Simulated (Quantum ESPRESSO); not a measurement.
```cif
data_Al2As2
_chemical_formula_sum 'Al2 As2'
_space_group_name_H-M_alt 'P63mc'
_space_group_IT_number 186
_space_group_name_Hall 'P 6c -2c'
_cell_length_a 4.00439
_cell_length_b 4.00439
_cell_length_c 6.57656
_cell_angle_alpha 90.000
_cell_angle_beta 90.000
_cell_angle_gamma 120.000
loop_
_atom_site_label
_atom_site_type_symbol
_atom_site_symmetry_multiplicity
_atom_site_Wyckoff_symbol
_atom_site_fract_x
_atom_site_fract_y
_atom_site_fract_z
_atom_site_occupancy
Al1 Al 2 b 0.33333 0.66667 0.00071 1
As1 As 2 b 0.33333 0.66667 0.37529 1
```

Cell and atoms were relaxed with PBEsol from Materials Project entry mp-8881, within its symmetry.

**Question.** What does norm-conserving PBEsol (Quantum ESPRESSO, 84 Ry, with spin-orbit coupling) give for the electronic structure near the Fermi level?

**Answer.** The PBEsol gap is indirect, 1.52 eV, from Γ to 25 % of the way from L to M; the smallest direct gap is 1.60 eV. 

This is not the ordinary phase of the substance; no match was found in the copy of COD used, and its stability was not checked.
